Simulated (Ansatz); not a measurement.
MoS$_{2}$ (fluorite, Fm-3m) at seven volumes, plane-wave PAW PBE (Ansatz code), scaled uniformly. One row is withheld.

```
V (Å³/atom)  P (GPa)
-----------  -------
15.354         15.93
15.860             ?
16.366          4.48
16.872         -0.01
17.379         -3.84
17.885         -7.09
18.391         -9.85
```

Fit the shown pressures and predict the withheld one.

P = (3/2)B₀(x^(7/2) − x^(5/2))[1 + (3/4)(B′ − 4)(x − 1)] with x = (V₀/V)^(2/3). Least squares on the six rows gives V₀ = 16.871 Å³/atom, B₀ = 138 GPa, B′ = 4.34. At V = 15.860, x = 1.0421 and P = 9.75 GPa. The run itself gave 9.74 GPa.

The cell is a constructed one: a structure type filled with these elements; neither database checked (COD, Materials Project) lists it. It is not the phase usual at ambient conditions (space group No. 160, 194). The cell was relaxed with PBE under the symmetry of its start; its stability against distortions is not shown here. The run is not spin-polarised.

Potentials: the later of the program's two PAW sets.
